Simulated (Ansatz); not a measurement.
Mg in space group P6/mmm (No. 191; Mg on 2e, Mg on 2d, Mg on 3f) under volume change, r²SCAN in the plane-wave PAW code Ansatz, shape and atoms relaxed at each volume.

```
V (Å³/atom)  E − E(relaxed) (meV/atom)  P (GPa)
-----------  -------------------------  -------
21.233                            25.6     4.21
21.933                            10.8     2.60
22.633                             2.6     1.20
23.333                             0.0     0.00
24.033                             2.3    -1.04
24.733                             8.9    -1.93
25.433                            19.0    -2.71
```

Problem. What does a third-order Birch–Murnaghan fit give for V₀, B₀ and B′?

Solution. V₀ = 23.33 Å³/atom, B₀ = 37.2 GPa, B′ = 3.9.

The start of the workflow was typed in or built on a structure type; the Crystallography Open Database copy checked does not list it. It is not the phase usual at ambient conditions (space group No. 194). Symmetry was held in the r²SCAN relaxation; whether a distortion lowers the energy is not shown.

Potentials: the earlier of the program's two PAW sets.
